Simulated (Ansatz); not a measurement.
Al2Cu in space group P4/mmm (No. 123; Al on 2e, Cu on 1a) at seven volumes, DFT-r²SCAN in the program Ansatz with PAW potentials, shape and atoms relaxed at each. One row is withheld.

| V (Å³/atom) | P (GPa) |
|---|---|
| 14.458 | 11.89 |
| 14.934 | 7.27 |
| 15.411 | 3.34 |
| 15.888 | 0.00 |
| 16.364 | -2.82 |
| 16.841 | ? |
| 17.317 | -7.18 |

Q: Fit the shown pressures and predict the withheld one.

A: Third-order Birch–Murnaghan: P = (3/2)B₀(x^(7/2) − x^(5/2))[1 + (3/4)(B′ − 4)(x − 1)] with x = (V₀/V)^(2/3). Least squares on the six rows gives V₀ = 15.889 Å³/atom, B₀ = 101.6 GPa, B′ = 4.56. At V = 16.841, x = 0.9619 and P = -5.18 GPa. The run itself gave -5.20 GPa.

The first step of the workflow began from a Materials Project structure, measured or hypothetical; the Crystallography Open Database copy checked does not list it. It is not the phase usual at ambient conditions (space group No. 140). The r²SCAN relaxation kept the symmetry of its start; whether a distortion lowers the energy is not shown. No spin polarisation was allowed.

Potentials: the later of the program's two PAW sets.
